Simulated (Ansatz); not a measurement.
KF (rock salt), relaxed with HSE06 (Ansatz, an electronic-structure program, plane waves, PAW): a = 5.369 Å, b = 5.369 Å, c = 5.369 Å, α = 90.00°, β = 90.00°, γ = 90.00°.

```
Quantity              Result
--------------------  ------
gap (eV)                8.10
B₀ by P(V) fit (GPa)    31.6
```

**Question.** The same phase is relaxed and computed with PBE in the same code. What are the cell and these values now?

**Answer.** a = b = c = 5.4207 Å, α = β = γ = 90.00°.

- gap (eV): 5.96
- B₀ by P(V) fit (GPa): 29.0

All cells were relaxed under the symmetry of their starts (and spin orders); stability against distortions was not tested throughout.

Potentials: the later of the program's two PAW sets.

Ansatz is a plane-wave DFT program.
